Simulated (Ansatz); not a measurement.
Consider the following.

HfTe:
```
CELL_PARAMETERS angstrom
      3.53111     0.00000     0.00000
      0.00000     3.53111     0.00000
      0.00000     0.00000     3.53111
ATOMIC_POSITIONS crystal
  Hf 0.00000 0.00000 0.00000
  Te 0.50000 0.50000 0.50000
```

This is the r²SCAN-relaxed structure.

**Question.** All from plane-wave PAW r²SCAN (Ansatz code), unless another level is named. Estimate the electronic character.

**Answer.** metallic (no gap).

**Question.** Give the density of states at the Fermi level.

**Answer.** 0.20 states/eV per atom (mean over ±0.08 eV).

**Question.** What about the gap with spin–orbit coupling?

**Answer.** none (metallic).

Space group Pm-3m (CsCl type). The cell is a constructed one: a structure type filled with these elements; neither database checked (COD, Materials Project) lists it. Its standing as an ambient phase is unchecked. Symmetry was held in the r²SCAN relaxation; whether a distortion lowers the energy is not shown. No spin polarisation was allowed. Scalar-relativistic: spin–orbit coupling is off unless named, which matters more the heavier the elements.

Potentials: the earlier of the program's two PAW sets.
